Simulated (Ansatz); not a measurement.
This run works on a proposed trial structure, not on a known crystal.

Input and command of a plane-wave DFT calculation in Ansatz:

```yaml
crystal:
  lattice:
    - [2.0262944032, 1.1698816191, 7.4012984032]
    - [-2.0262944032, 1.1698816191, 7.4012984032]
    - [0.0, -2.3397632383, 7.4012984031]
  atoms:
    - { symbol: Sn, position: [0.2585621637, 0.2585621637, 0.2585621637] }
    - { symbol: Sn, position: [0.7414378363, 0.7414378363, 0.7414378363] }
    - { symbol: Sn, position: [0.5, 0.5, 0.5] }
    - { symbol: As, position: [0.0, 0.0, 0.0] }
basis:
  ecutwfc: 420
kpoints:
  mp_grid: { grid: [12, 12, 12] }
hamiltonian:
  xc: pbe
scf:
  occupations: { method: gaussian, width: 0.1 }
output:
  forces: true
  stress: true
  eigenvalues: true
  write_density: true
  write_potential: true
  elf: true
  volumetric_format: npy
relax:
  adjacent_minimum: "off"
  f_tol: 0.01
  max_steps: 30
  cell: { stress_tol: 0.1, fix: [volume] }
```

```bash
ansatz run input.yaml --threads 1 --pin off --max-ram 2560MiB --backend cpu --events-out ev --progress --plain --runs-dir out
```

Processor: Intel(R) Xeon(R) Processor @ 2.50GHz (Skylake/Cascade Lake), 1 thread, on a host shared with other jobs.

Question: How long does it run, and how much memory does it take?

Answer: About 5.1 min, peak memory 0.79 GiB. It solves 35 bands at 189 k points (after reduction by symmetry) with about 2041 plane waves, in 26 SCF iterations over 4 ionic steps.
